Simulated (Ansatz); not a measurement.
One crystal and one scan (scan of one atom of the cell) at two levels, PBE (plane waves to 420 eV, PAW, scalar-relativistic; Ansatz, a quantum-chemistry and plane-wave program) and r2SCAN (plane waves to 500 eV, PAW, scalar-relativistic; Ansatz), each from its own relaxed cell and on its own mesh. The cell shown is that of PBE.

TaN (rock salt)

```
TaN
1.0
    0.00000     4.41704     4.41704
    2.20852     0.00000     2.20852
    2.20852     2.20852     0.00000
N Ta
2 2
Direct
  0.00000   0.00000   0.00000
  0.50000   0.00000   0.00000
  0.25000   0.50000   0.50000
  0.75000   0.50000   0.50000
```

In this cell atom 3 (Ta, nearest neighbour N at 2.209 Å; its periodic images, 3.1 Å or more away, move with it) is moved by s along Cartesian [111], unit vector (0.577, 0.577, 0.577); all other atoms and the cell stay fixed.

E stands for the smeared free energy. Spin-orbit coupling is left out, though Ta is heavy. TaN is run without spin polarisation. TaN was relaxed with its symmetry unable to fall. This is a high-temperature form of TaN. With partly filled bands, energies and forces of such displacements shift with the k mesh and the smearing. Both scans cover s from -0.660 to 0.660 Å.

ΔE (meV/cell), each from the undisplaced structure of its own level:

```csv
s (Å),PBE,r2SCAN
-0.660,1680,withheld
-0.528,1012,1023
-0.396,540,540
-0.264,233,231
-0.132,58,57
0.000,0,0
0.132,58,57
0.264,233,231
0.396,540,540
0.528,1012,1023
0.660,1680,withheld
```

Q: Estimate the r2SCAN value at 0.660 from the PBE value there and the ratio of the two levels in the two nearest given rows on that side of the minimum.

A: At 0.528 and 0.396 the ratio r2SCAN/PBE averages 1.005, which gives 1.005 × 1680 = 1688 meV/cell. The calculation gives 1709 meV/cell, +1.7 % against PBE.

(For displaced atoms, the force is minus the slope of the energy, and its curvature is a force constant, which sets phonon frequencies.)
